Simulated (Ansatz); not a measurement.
Theory: Ansatz, DFT PBE, scalar-relativistic, plane waves, PAW. Cutoff 420 eV, Γ-centred meshes of about 0.25 Å⁻¹ or finer for metals and 0.3 Å⁻¹ for insulators (2π included), Gaussian smearing. No spin polarisation.

These are static total energies at zero pressure.

Two relaxed structures of GaMo:

A.

```
CELL_PARAMETERS angstrom
5.00706 0.00000 0.00000
0.00000 5.00706 0.00000
0.00000 0.00000 5.00706
ATOMIC_POSITIONS crystal
Ga 0.65118 0.15118 0.34882
Ga 0.84882 0.84882 0.84882
Ga 0.15118 0.34882 0.65118
Ga 0.34882 0.65118 0.15118
Mo 0.35806 0.85806 0.64194
Mo 0.14194 0.14194 0.14194
Mo 0.85806 0.64194 0.35806
Mo 0.64194 0.35806 0.85806
```

B.

```
CELL_PARAMETERS angstrom
3.16210 0.00000 0.00000
0.00000 3.16210 0.00000
0.00000 0.00000 13.85890
ATOMIC_POSITIONS crystal
Ga 0.00000 0.50000 0.27669
Ga 0.50000 0.00000 0.72331
Ga 0.50000 0.00000 0.42161
Ga 0.00000 0.50000 0.57839
Mo 0.50000 0.00000 0.94082
Mo 0.00000 0.50000 0.05918
Mo 0.50000 0.00000 0.16382
Mo 0.00000 0.50000 0.83618
```

Question: Which is lower in energy, and by how much?

Answer: B is lower, by 25 meV/atom. A has the FeSi (B20) type, space group P2_13 (No. 198), 15.7 Å³/atom and no gap on its mesh; B has space group P4/nmm (No. 129), 17.3 Å³/atom and no gap. Counting all near atoms (those within 1.25 times the shortest distance at each site; a plus sign parts nearer from farther groups; a slash parts the counts of unlike sites), A has Ga 7+6, Mo 7+6 and B has Ga 12+1/4+9, Mo 8+5/14. The lower one is the more open, so pressure narrows the difference. Even the lower one lies +0.05 eV/atom against the reference forms of the elements (uncorrected), so neither is stable at this level. In A, around Ga lie 7 Mo at 2.54–2.75 Å and 6 Ga at 3.09 Å; Mo has 7 Ga at 2.54–2.75 Å and 6 Mo at 3.08 Å. In B, around Ga on its first site lie 4 Mo at 2.73 Å, 8 Ga at 3.01–3.16 Å and 1 Mo at 3.01 Å; Ga on its second site is surrounded by 12 Ga at 3.01–3.16 Å and 1 Mo at 3.57 Å; Mo on its first site is surrounded by 8 Mo at 2.67–2.77 Å, 1 Ga at 3.01 Å and 5 Mo at 3.09–3.16 Å; 1 more site not described. Both come from trial cells of a structure search, whose lowest cell (P4/nmm, 15.6 Å³/atom) lies 112 meV/atom below the lower of the two.

The k mesh leaves some 4 meV/atom of noise in the energy of each metallic cell. Trial moments fell under 0.15 μB along the way in P2_13 and P4/nmm; another start might hold them. Cells relaxed within their symmetry can be saddle points. Some structure types and database cells were kept out of the candidates from the start, so a known form may be missing.
